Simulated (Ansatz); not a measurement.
The relaxed structure here is a generated cell of As: the first start was made by placing the elements on the sites of a structure type, and the end was not matched to a known phase here, so it may be hypothetical. Known forms of As include space group No. 166.

One stationary structure of As. Space group P2₁/c (No. 14). Level of theory: PBE (plane waves to 420 eV, PAW, scalar-relativistic; Ansatz, a first-principles code).

```cif
data_As16
_chemical_formula_sum 'As16'
_space_group_name_H-M_alt 'P21/c'
_space_group_IT_number 14
_space_group_name_Hall '-P 2ybc'
_cell_length_a 4.90982
_cell_length_b 5.89560
_cell_length_c 14.35008
_cell_angle_alpha 90.000
_cell_angle_beta 105.779
_cell_angle_gamma 90.000
loop_
_space_group_symop_operation_xyz
  'x, y, z'
  '-x, -y, -z'
  '-x, y+1/2, -z+1/2'
  'x, -y+1/2, z+1/2'
loop_
_atom_site_label
_atom_site_type_symbol
_atom_site_symmetry_multiplicity
_atom_site_Wyckoff_symbol
_atom_site_fract_x
_atom_site_fract_y
_atom_site_fract_z
_atom_site_occupancy
As1 As 4 e 0.48075 0.04697 0.33413 1
As2 As 4 e 0.72663 0.15184 0.20606 1
As3 As 4 e 0.35878 0.99434 0.06186 1
As4 As 4 e 0.07327 0.36363 0.07011 1
```

Volume per atom: 24.98 Å³
Band gap: 0.06 eV, direct at E (no spin-orbit coupling)
Shortest distances: As–As 2.49 Å
k-mesh: 7×6×3

Band energies at high-symmetry points (eV from the VBM; labels of this space group; no spin-orbit coupling), from −5 eV up to 4.1 eV:

| point | energies |
|---|---|
| Γ | -4.95 -4.53 -4.51 -4.30 -4.28 -4.26 -3.85 -3.73 -3.49 -3.26 -2.95 -2.70 -2.68 -2.63 -2.53 -2.52 -2.27 -1.39 -1.38 -1.15 -1.05 -0.93 -0.59 -0.14 0.75 0.84 0.93 0.95 0.99 1.02 1.60 1.96 2.10 2.50 2.59 2.73 2.96 3.04 3.07 3.28 3.30 3.76 3.76 |
| Z | -4.38 -4.38 -3.91 -3.91 -3.58 -3.58 -3.57 -3.57 -3.23 -3.23 -3.09 -3.09 -2.74 -2.74 -2.40 -2.40 -1.76 -1.76 -1.69 -1.69 -1.37 -1.37 -0.72 -0.72 0.13 0.13 0.67 0.67 1.30 1.30 1.58 1.58 2.14 2.14 2.80 2.80 3.13 3.13 3.35 3.35 3.64 3.64 |
| D | -4.42 -4.42 -3.84 -3.84 -3.82 -3.82 -3.36 -3.36 -3.13 -3.13 -3.00 -3.00 -2.89 -2.89 -2.33 -2.33 -1.86 -1.86 -1.86 -1.86 -1.15 -1.15 -0.93 -0.93 0.43 0.43 0.73 0.73 0.92 0.92 1.69 1.69 2.18 2.18 2.62 2.62 3.19 3.19 3.53 3.53 3.66 3.66 4.00 4.00 |
| B | -4.78 -4.78 -4.50 -4.50 -4.19 -4.19 -3.50 -3.50 -3.35 -3.35 -3.26 -3.26 -2.80 -2.80 -2.17 -2.17 -1.73 -1.73 -1.58 -1.58 -0.83 -0.83 -0.42 -0.42 0.62 0.62 1.02 1.02 1.56 1.56 1.70 1.70 2.03 2.03 2.33 2.33 2.79 2.79 3.51 3.51 3.85 3.85 4.09 4.09 |
| A | -4.53 -4.53 -4.01 -4.01 -3.50 -3.50 -3.05 -3.05 -2.47 -2.47 -2.25 -2.25 -1.85 -1.85 -1.34 -1.34 -0.67 -0.67 -0.62 -0.62 1.17 1.17 1.50 1.50 2.05 2.05 2.73 2.73 2.83 2.83 3.22 3.22 3.51 3.51 3.54 3.54 |
| E | -4.18 -4.18 -3.70 -3.70 -2.93 -2.93 -2.50 -2.50 -2.31 -2.31 -1.97 -1.97 -1.55 -1.55 -1.22 -1.22 -0.80 -0.80 0.00 0.00 0.06 0.06 1.32 1.32 1.43 1.43 1.97 1.97 2.71 2.71 2.89 2.89 3.39 3.39 3.65 3.65 4.07 4.07 |
| C2 | -4.72 -4.72 -4.13 -4.13 -3.80 -3.80 -3.24 -3.24 -2.37 -2.37 -2.19 -2.19 -1.73 -1.73 -1.61 -1.61 -1.45 -1.45 -0.70 -0.70 -0.17 -0.17 0.22 0.22 1.32 1.32 1.41 1.41 1.94 1.94 2.67 2.67 3.11 3.11 3.40 3.40 3.53 3.53 3.82 3.82 |
| Y2 | -4.77 -4.53 -4.44 -4.33 -4.00 -3.92 -3.29 -2.81 -2.78 -2.75 -2.50 -2.30 -1.97 -1.89 -1.61 -1.49 -1.14 -1.05 -0.84 -0.66 -0.61 0.79 1.32 1.73 2.03 2.11 2.13 2.17 2.68 2.79 2.80 3.28 3.29 3.41 3.47 3.82 3.96 |

No spin polarisation in the result.

The run could not lose the symmetry of its start: the end is stationary, and may be a saddle point rather than a minimum.

It was reached from a disturbed copy of a Pa-3 (No. 205) cell (AFLOW prototype A_cP8_205_c (as in N2)), against which it lies -0.689 eV/atom.
